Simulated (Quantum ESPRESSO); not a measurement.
pw.x input (Quantum ESPRESSO 7.5; PBE, PseudoDojo standard norm-conserving files, scalar-relativistic):

```
&CONTROL
  calculation = 'scf'
  pseudo_dir = './pseudo'
  outdir = './out'
  tprnfor = .true.
  tstress = .true.
/
&SYSTEM
  ibrav = 0
  nat = 2
  ntyp = 2
  ecutwfc = 44.0
  ecutrho = 176.0
  occupations = 'smearing'
  smearing = 'fd'
  degauss = 0.002
  nbnd = 8
/
&ELECTRONS
  conv_thr = 2e-10
/
ATOMIC_SPECIES
Al 26.9815 Al.upf
P 30.9738 P.upf
CELL_PARAMETERS angstrom
  0.000000000000   2.736485000000   2.736485000000
  2.736485000000   0.000000000000   2.736485000000
  2.736485000000   2.736485000000   0.000000000000
ATOMIC_POSITIONS crystal
Al   0.000000000000   0.000000000000   0.000000000000
P   0.250000000000   0.250000000000   0.250000000000
K_POINTS automatic
8 8 8 0 0 0
```

End of the output:

```
     total energy              =     -18.57725750 Ry
     estimated scf accuracy    <       0.00000069 Ry
     total energy              =     -18.57725776 Ry
     estimated scf accuracy    <          1.2E-09 Ry
     total energy              =     -18.57725777 Ry
     estimated scf accuracy    <          1.6E-09 Ry
[...]
     the Fermi energy is     5.8038 ev
!    total energy              =     -18.57725777 Ry
     estimated scf accuracy    <          5.4E-12 Ry
     smearing contrib. (-TS)   =      -0.00000000 Ry
     internal energy E=F+TS    =     -18.57725777 Ry
     The total energy is F=E-TS. E is the sum of the following terms:
     one-electron contribution =       3.26172079 Ry
     hartree contribution      =       1.85409744 Ry
     xc contribution           =      -6.29448963 Ry
     ewald contribution        =     -17.39858637 Ry
     convergence has been achieved in   8 iterations
     Forces acting on atoms (cartesian axes, Ry/au):
     atom    1 type  1   force =     0.00000000    0.00000000    0.00000000
     atom    2 type  2   force =    -0.00000000   -0.00000000   -0.00000000
     Total force =     0.000000     Total SCF correction =     0.000000
     Computing stress (Cartesian axis) and pressure
          total   stress  (Ry/bohr**3)                   (kbar)     P=       15.70
   0.00010675  -0.00000000  -0.00000000           15.70       -0.00       -0.00
  -0.00000000   0.00010675  -0.00000000           -0.00       15.70       -0.00
  -0.00000000  -0.00000000   0.00010675           -0.00       -0.00       15.70
```
In a gapped system the printed Fermi energy is only some level inside the gap.

Geometry of the Materials Project entry, not relaxed at this level.
